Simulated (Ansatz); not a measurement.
C:
```yaml
crystal:
  lattice:
    - [0.00000, 1.77844, 1.77844]
    - [1.77844, 0.00000, 1.77844]
    - [1.77844, 1.77844, 0.00000]
  atoms:
    - { symbol: C, position: [0.50000, 0.50000, 0.50000] }
    - { symbol: C, position: [0.75000, 0.75000, 0.75000] }
```

Relaxed with PBE+D3(BJ). Special points in fractions of this cell's reciprocal vectors: Γ (0.000, 0.000, 0.000); X (0.500, 0.000, 0.500); U (0.625, 0.250, 0.625); K (0.375, 0.375, 0.750); L (0.500, 0.500, 0.500); W (0.500, 0.250, 0.750).

Q: List the band energies nearest the valence-band maximum at these points for PBE+D3(BJ) in the plane-wave PAW code Ansatz.

A: In eV from the valence-band maximum; about four levels below and three above (degenerate sets whole), none deeper than 8.9 eV; … stands for higher levels left out; points with the same levels are listed once.

```
k           below          above
-  --------------  -------------
Γ  0.00 0.00 0.00              …
X     -6.36 -6.36    4.78 4.78 …
U           -5.41   5.71 10.80 …
L     -2.83 -2.83    8.50 8.50 …
W     -8.40 -8.40  10.66 10.66 …
```

Space group Fd-3m (diamond). The PBE+D3(BJ) relaxation kept the symmetry of its start.

Potentials: the later of the program's two PAW sets.
